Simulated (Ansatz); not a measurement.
CaO:
```cif
data_Ca2O2
_chemical_formula_sum 'Ca2 O2'
_space_group_name_H-M_alt 'P 1'
_space_group_IT_number 1
_cell_length_a 3.98094
_cell_length_b 3.98094
_cell_length_c 4.77007
_cell_angle_alpha 90.000
_cell_angle_beta 90.000
_cell_angle_gamma 120.000
loop_
_space_group_symop_operation_xyz
  'x, y, z'
loop_
_atom_site_label
_atom_site_type_symbol
_atom_site_fract_x
_atom_site_fract_y
_atom_site_fract_z
_atom_site_occupancy
Ca1 Ca 0.33333 0.66667 0.75000 1
O1 O 0.66667 0.33333 0.75000 1
Ca2 Ca 0.66667 0.33333 0.25000 1
O2 O 0.33333 0.66667 0.25000 1
```

Relaxed with r²SCAN.

### Question
Tabulate the valence density and the electron localisation function along the shortest Ca–O contact (2.30 Å), DFT-r²SCAN in the program Ansatz with PAW potentials.

### Answer


```tsv
distance from Ca (Å)	density (e/Å³)	ELF
0.23	6.27	0.79
0.34	5.43	0.83
0.46	4.25	0.85
0.57	2.97	0.84
0.69	1.86	0.80
0.80	1.06	0.66
0.92	0.59	0.34
1.03	0.37	0.12
1.15	0.31	0.09
1.26	0.36	0.22
1.38	0.51	0.53
1.49	0.79	0.74
1.61	1.29	0.81
1.72	2.20	0.82
1.84	3.58	0.78
1.95	5.17	0.67
2.07	6.50	0.48
```

The density is the valence pseudo-density with augmentation charge, so density and ELF within about 1 Å of a nucleus are not all-electron values.

Space group P6_3/mmc. The start of the workflow was typed in or built on a structure type; the Crystallography Open Database copy checked does not list it. It is not the phase usual at ambient conditions (space group No. 225). The cell was relaxed with r²SCAN under the symmetry of its start; whether a distortion lowers the energy is not shown.

Potentials: the later of the program's two PAW sets.
